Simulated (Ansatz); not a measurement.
TiAl (CuAu type, space group P4/mmm)

```
CELL_PARAMETERS angstrom
      2.82408     0.00000     0.00000
      0.00000     2.82408     0.00000
      0.00000     0.00000     4.07063
ATOMIC_POSITIONS crystal
  Al 0.50000 0.50000 0.50000
  Ti 0.00000 0.00000 0.00000
```

The slice is a (001) plane (indices of the conventional cell) through the point (0.500, 0.500, 0.500) (fractional), spanned by u = [100] and v = [010] in vectors of this cell: u (2.82 Å) and v (2.82 Å, at 90° to u). It covers one period; positions are fractions (u, v).

All values below come from PBE (plane waves to 420 eV, PAW, scalar-relativistic; Ansatz, a program for electronic structure). k mesh 16×16×12. These are valence fields of a PAW run, semicore shells included where kept as valence: close to a nucleus they are smooth pseudo fields. The PAW data are Ansatz's earlier set. TiAl is run without spin polarisation. TiAl was relaxed with its symmetry unable to fall.

Q: The ELF has a maximum in the middle third of the Al–Al line. Where, and how high?

A: 0.69, 1.3 Å from Al.

Q: What is the valence density on the shortest Al–Al line in this plane (2.82 Å), at its midpoint?

A: 0.22 e/Å³.

Q: Sketch the electron localisation function (ELF) on this plane as a map.

A: 
```
|xxxxxx .=*#@@@@@@@@@@@#*=. xxxxx|
|xxxxxx :=*#%@@@@@@@@@%#*=: xxxxx|
|xxxxx  :=*#%@@@@@@@@@%#*=:  xxxx|
|xxxxx .-=*#%@@@@@@@@@%#*=-. xxxx|
|xxx  .:-+*#%%%%%%%%%%%#*+-:.  xx|
|    .:-=*##%%%%%%%%%%%##*=-:.   |
|..::--=+*###%%#####%%###*+=--::.|
|-====+**#################**+====|
|******########*****########*****|
|############*********###########|
|@@%%%%%####****+++****####%%%%%@|
|@@@@@%%%##***+++++++***##%%%@@@@|
|@@@@@%%%##**+++++++++**##%%%@@@@|
|@@@@@%%##***+++===+++***##%%@@@@|
|@@@@@%%##**+++=====+++**##%%@@@@|
|@@@@@%%##**+++=====+++**##%%@@@@|
|@@@@@%%##**+++=====+++**##%%@@@@|
|@@@@@%%##***+++===+++***##%%@@@@|
|@@@@@%%%##**+++++++++**##%%%@@@@|
|@@@@@%%%##***+++++++***##%%%@@@@|
|@@%%%%%####****+++****####%%%%%@|
|############*********###########|
|******########*****########*****|
|-====+**#################**+====|
|..::--=+*###%%#####%%###*+=--::.|
|    .:-=*##%%%%%%%%%%%##*=-:.   |
|xxx  .:-+*#%%%%%%%%%%%#*+-:.  xx|
|xxxxx .-=*#%@@@@@@@@@%#*=-. xxxx|
|xxxxx  :=*#%@@@@@@@@@%#*=:  xxxx|
|xxxxxx :=*#%@@@@@@@@@%#*=: xxxxx|
|xxxxxx .=*#@@@@@@@@@@@#*=. xxxxx|
|xxxxxx .-*#@@@@@@@@@@@#*-. xxxxx|
```
Scale: ten equal steps from 0.06 (start of ' ') to 0.69 (end of '@'), in the order ' .:-=+*#%@'. Values: electron localisation function (ELF). The map has 32 points along u (one character each, u = 0 at the left) and 32 along v (v = 0 in the bottom row). Points within 0.5 Å of a nucleus are blanked (x), as the pseudised field means little there.
